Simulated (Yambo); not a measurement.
# How GW settings move the gap: SnS monolayer

G0W0@PBE for a free-standing SnS monolayer (symmetry Pmn2_1, slab cell 15.9 Å high) in Yambo. Reference settings: 4×4×1 Γ-centred k mesh, bands 9 to 195 and a 8 Ry block in the screening, 195 bands in G with the Bruneval-Gonze terminator, plasmon pole fitted at 27.2 eV, slab-truncated Coulomb interaction, stochastic integration of W near q = 0. The PBE gap Γ → Γ on this mesh is 1.76 eV; G0W0 gaps are taken between the same points.

```json
[
 {"change from the reference": "reference settings", "G0W0 gap Γ → Γ (eV)": "2.72", "shift of the valence edge (eV)": "-0.58", "rough Yambo cost": "1"},
 {"change from the reference": "111 bands in W, 111 bands in G", "G0W0 gap Γ → Γ (eV)": "2.69", "shift of the valence edge (eV)": "-0.42", "rough Yambo cost": "about 1/2"},
 {"change from the reference": "111 bands in G", "G0W0 gap Γ → Γ (eV)": "2.71", "shift of the valence edge (eV)": "-0.54", "rough Yambo cost": "–"},
 {"change from the reference": "5 Ry block", "G0W0 gap Γ → Γ (eV)": "2.63", "shift of the valence edge (eV)": "-0.48", "rough Yambo cost": "about 1/2"},
 {"change from the reference": "no terminator", "G0W0 gap Γ → Γ (eV)": "2.64", "shift of the valence edge (eV)": "-0.41", "rough Yambo cost": "–"}
]
```

The reference isn't shown to be the converged limit. Costs are rough (shared machines), scaled to the same edge states, and given only for runs that recompute the screening. In the run with 195 bands and a 8 Ry block, which covers more k points, the smallest G0W0 gap is 2.65 eV, (-0.5, 0) → Γ. The mesh misses a band edge: along a dense path the PBE gap is 1.37 eV against 1.76 eV on the mesh.

Spin-orbit splittings are left out.

Geometry relaxed with PBEsol; primitive cell a = 4.082 Å, b = 4.048 Å, c = 15.900 Å, α = β = γ = 90.00°.

This is a model layer cut from the bulk structure; whether it is stable on its own was not checked.

A shift is the quasiparticle energy of the state minus its PBE energy.

The potentials are those of PseudoDojo's stringent table.
